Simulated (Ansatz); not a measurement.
Relaxed Mo (bcc, W type):

```
Mo
1.0
   -3.16074     3.16074     3.16074
    1.58037    -1.58037     1.58037
    1.58037     1.58037    -1.58037
Mo
2
Cartesian
  0.00000   0.00000   0.00000
 -1.58037   1.58037   1.58037
```

The atoms are displaced by Q × the pattern below (from a DFPT mode at N = (0.5, 0.0, 0.0), largest move 1; Q in Å), at fixed cell. (q is in reciprocal vectors of the primitive cell; the cell shown is doubled to hold the pattern.)

| atom | x | y | z |
|---|---|---|---|
| Mo1 | 0.000 | -0.707 | -0.707 |
| Mo2 | 0.000 | 0.707 | 0.707 |

The numbers are results of PBE (plane waves to 420 eV, PAW, scalar-relativistic; Ansatz, a first-principles code), not measurements. k mesh 21×21×21 (Γ-centred), Fermi-Dirac smearing 0.05 eV. The energy includes the smearing's −TS. Left out: 2 of 13 points, with atoms too close for the PAW data. With partly filled bands, energies and forces of such displacements shift with the k mesh and the smearing. Mo is run without spin polarisation. Mo was relaxed with its symmetry unable to fall. The zero of ΔE is the undisplaced structure. The last digit holds for this mesh only.

```json
[
 {"Q (Å)": "-0.2333", "ΔE (meV/cell)": "1232.5"},
 {"Q (Å)": "-0.1867", "ΔE (meV/cell)": "784.8"},
 {"Q (Å)": "-0.1400", "ΔE (meV/cell)": "withheld"},
 {"Q (Å)": "-0.0933", "ΔE (meV/cell)": "202.7"},
 {"Q (Å)": "-0.0467", "ΔE (meV/cell)": "51.5"},
 {"Q (Å)": "0.0000", "ΔE (meV/cell)": "0.0"},
 {"Q (Å)": "0.0467", "ΔE (meV/cell)": "51.5"},
 {"Q (Å)": "0.0933", "ΔE (meV/cell)": "202.7"},
 {"Q (Å)": "0.1400", "ΔE (meV/cell)": "withheld"},
 {"Q (Å)": "0.1867", "ΔE (meV/cell)": "784.8"},
 {"Q (Å)": "0.2333", "ΔE (meV/cell)": "1232.5"}
]
```

Problem. Fit an even polynomial form (powers 2, 4, 6) to the given rows and predict ΔE at Q = -0.1400.

Solution. Least squares on the 9 given rows: ΔE = (23780)·Q² + (-63650)·Q⁴ + (786800)·Q⁶, in meV/cell with Q in Å; root-mean-square residual 0.08 meV/cell. At -0.1400 the fit gives 447.6 meV/cell; the calculation gives 446.2 meV/cell, so the interpolation is off by 1.4 (+0.3 %). The quadratic term alone would give 466.1 meV/cell.

(For displaced atoms, the force is minus the slope of the energy, and its curvature is a force constant, which sets phonon frequencies.)
